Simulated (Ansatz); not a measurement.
LiMg: course of a relaxation

All numbers below come from Ansatz, DFT r2SCAN, scalar-relativistic, plane waves, PAW. (500 eV cutoff, 12×12×12 k-mesh, Gaussian smearing of 0.10 eV, no spin polarisation)

What was changed: biaxial strain in the a-b plane, c and atoms relaxed: +2.0 %.

Input:

```yaml
crystal:
  lattice:
    - [3.5006050791, 0.0, 0.0]
    - [0.0, 3.5006050791, 0.0]
    - [0.0, 0.0, 3.3885190618]
  atoms:
    - { symbol: Li, position: [0.0, 0.0, 0.0] }
    - { symbol: Mg, position: [0.5, 0.5, 0.5] }
basis:
  ecutwfc: 500
kpoints:
  mp_grid: { grid: [12, 12, 12] }
hamiltonian:
  xc: r2scan
scf:
  occupations: { method: gaussian, width: 0.1 }
output:
  forces: true
  stress: true
  eigenvalues: true
relax:
  adjacent_minimum: "off"
  f_tol: 0.008
  max_steps: 40
  cell: { stress_tol: 0.05, fix: [a, b, gamma] }
```

F is the free energy. Steps run on the plane waves of an earlier cell, but the last one, and at times one on the way, on a freshly chosen basis, so a repeated geometry can differ a little in energy. The held parts of the cell keep their stress, so P needn't end at zero.

Steps:

```tsv
step	F − F(1) (eV)	largest force component (eV/Å)	V (Å³/atom)	P (GPa)
1	0.0000	0.000	20.762	-0.69
2	-0.0006	0.000	20.631	-0.53
3	-0.0008	0.000	20.476	-0.34
4	-0.0008	0.000	20.476	-0.34
```

Relaxed structure:

```
CELL_PARAMETERS angstrom
3.50061 0.00000 0.00000
0.00000 3.50061 0.00000
0.00000 0.00000 3.34182
ATOMIC_POSITIONS crystal
Li 0.00000 0.00000 0.00000
Mg 0.50000 0.50000 0.50000
```

It takes space group P4/mmm (No. 123, tetragonal). The conventional cell has a = 3.501 Å, b = 3.501 Å, c = 3.342 Å, α = 90.00°, β = 90.00°, γ = 90.00°. Li (site symmetry 4/mmm) has 8 Mg at 2.99 Å and 2 Li at 3.34 Å as nearest neighbours. Around Mg (site symmetry 4/mmm) lie 8 Li at 2.99 Å and 2 Mg at 3.34 Å.

The run converged. The run took roughly 50 core-seconds.